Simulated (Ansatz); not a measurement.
AlIr:
```cif
data_Al4Ir4
_chemical_formula_sum 'Al4 Ir4'
_space_group_name_H-M_alt 'Cmcm'
_space_group_IT_number 63
_space_group_name_Hall '-C 2c 2'
_cell_length_a 2.84404
_cell_length_b 9.62681
_cell_length_c 4.17592
_cell_angle_alpha 90.000
_cell_angle_beta 90.000
_cell_angle_gamma 90.000
loop_
_atom_site_label
_atom_site_type_symbol
_atom_site_symmetry_multiplicity
_atom_site_Wyckoff_symbol
_atom_site_fract_x
_atom_site_fract_y
_atom_site_fract_z
_atom_site_occupancy
Al1 Al 4 c 0.00000 0.41402 0.25000 1
Ir1 Ir 4 c 0.00000 0.15104 0.25000 1
```
(The calculation used a cell of 4 atoms; values per cell refer to that cell.)

Relaxed with PBE.

Question: Which orbitals make up the states near the Fermi level in PBE in the plane-wave PAW code Ansatz?

Answer: Within 0.5 eV of the Fermi level: Ir 5d 71 %, Al 3p 17 %, Ir 6s 6 %. Projections are on Löwdin-orthogonalised atomic valence shells; empty p or d shells of many metals are not among them.

Question: Tabulate the density of states.

Answer: States/eV per cell of 4 atoms, in 0.25 eV bins, energy from the Fermi level.

```
E (eV)  total  Ir 5d  Al 3p  Al 3s
------  -----  -----  -----  -----
-7.85    0.83   0.11   0.33   0.23
-7.60    0.96   0.16   0.38   0.25
-7.35    1.06   0.22   0.40   0.28
-7.10    1.24   0.33   0.40   0.35
-6.85    1.71   0.62   0.42   0.53
-6.60    1.64   0.64   0.37   0.50
-6.35    1.89   0.80   0.49   0.45
-6.10    1.75   0.79   0.49   0.31
-5.85    1.01   0.43   0.30   0.16
-5.60    1.05   0.46   0.30   0.13
-5.35    1.72   0.88   0.46   0.16
-5.10    2.73   1.55   0.71   0.19
-4.85    3.29   2.06   0.81   0.17
-4.60    2.93   2.00   0.64   0.11
-4.35    3.80   2.83   0.77   0.06
-4.10    3.88   2.92   0.78   0.04
-3.85    5.24   4.03   0.96   0.07
-3.60    5.36   4.28   0.81   0.08
-3.35    3.19   2.50   0.51   0.04
-3.10    3.48   2.61   0.67   0.06
-2.85    4.38   3.31   0.80   0.09
-2.60    4.07   3.12   0.71   0.09
-2.35    3.38   2.83   0.38   0.06
-2.10    4.49   3.94   0.34   0.05
-1.85    4.62   4.06   0.37   0.05
-1.60    3.71   3.28   0.29   0.03
-1.35    2.63   2.41   0.15   0.01
-1.10    3.40   3.05   0.22   0.02
-0.85    3.88   3.37   0.29   0.03
-0.60    3.54   3.02   0.26   0.04
-0.35    2.20   1.72   0.26   0.05
-0.10    1.70   1.19   0.28   0.06
0.15     1.36   0.88   0.28   0.06
0.40     1.34   0.81   0.32   0.07
0.65     1.26   0.71   0.34   0.08
0.90     1.15   0.60   0.34   0.08
1.15     1.16   0.56   0.37   0.09
1.40     1.29   0.62   0.43   0.10
1.65     1.23   0.57   0.41   0.10
1.90     1.26   0.59   0.40   0.11
2.15     1.29   0.58   0.40   0.15
2.40     0.90   0.31   0.33   0.12
2.65     0.85   0.27   0.31   0.12
2.90     1.02   0.29   0.34   0.16
3.15     1.28   0.33   0.36   0.22
3.40     1.49   0.42   0.37   0.26
3.65     3.16   0.87   0.74   0.62
3.90     2.31   0.50   0.69   0.53
4.15     1.93   0.39   0.67   0.40
4.40     1.75   0.33   0.61   0.35
4.65     1.91   0.33   0.71   0.36
```

The start of the workflow was typed in or built on a structure type; neither database checked (COD, Materials Project) lists it. Its standing as an ambient phase is unchecked. The PBE relaxation kept the symmetry of its start; whether a distortion lowers the energy is not shown. The run is not spin-polarised. Spin–orbit coupling is left out wherever it is not named.

Potentials: the later of the program's two PAW sets.
